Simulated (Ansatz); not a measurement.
**Property card for F**

F:
```yaml
crystal:
  lattice:
    - [5.07188, 0.00000, 0.00000]
    - [-2.53594, 4.39238, 0.00000]
    - [0.00000, 0.00000, 1.66715]
  atoms:
    - { symbol: F, position: [0.00000, 0.00000, 0.00000] }
    - { symbol: F, position: [0.33333, 0.66667, 0.50000] }
    - { symbol: F, position: [0.66667, 0.33333, 0.50000] }
```

Space group P6/mmm (No. 191); conventional cell a = b = 5.0719 Å, c = 1.6671 Å, α = β = 90.00°, γ = 120.00°.

Method: r²SCAN+D4 in the plane-wave PAW code Ansatz. Structure relaxed to zero pressure with the same functional. Other levels are named where they apply.

**Cell and energy**

| Item | Value |
|---|---|
| Volume per atom | 12.38 Å³ |
| Density | 2.55 g/cm³ |

**Electronic structure**

| Property | Result |
|---|---|
| Electronic character | metallic (no gap) |
| Density of states at the Fermi level | 1.7 states/eV per atom (mean over ±0.08 eV) |

**Mechanics**

| Item | Value |
|---|---|
| Bulk modulus (Birch–Murnaghan fit) | 11.5 GPa |
| Pressure derivative B′ | 8.9 |
| Elastic constants (relaxed ions, GPa) | C11 = 14.6, C12 = 6.4, C13 = 5.7, C33 = 561, C44 = -2.9 |
| Mechanical stability | unstable (C has a negative eigenvalue) |

**Phonons**

| Quantity | Result |
|---|---|
| Highest zone-centre frequency | 96 cm^-1 |
| Zone-centre stability | unstable, softest mode 29i cm⁻¹ |

The cell is a constructed one: a structure type filled with these elements; neither database checked (COD, Materials Project) lists it. It is not the usual solid phase (space group No. 15). Symmetry was held in the r²SCAN+D4 relaxation. The substance is a gas or liquid at ambient conditions. With an odd number of electrons in the cell and no spin polarisation, the count alone makes it a metal. As this level gives no gap, shear constants depend on the k-mesh and smearing (Fermi–Dirac, 0.1 eV here). As this level gives no gap, phonon frequencies hold no LO–TO term and depend on the k-mesh and smearing (Fermi–Dirac, 0.1 eV here). On the denser mesh and wider smearing of the elastic run this cell carries a stress of 3.6 GPa.

Potentials: the later of the program's two PAW sets.
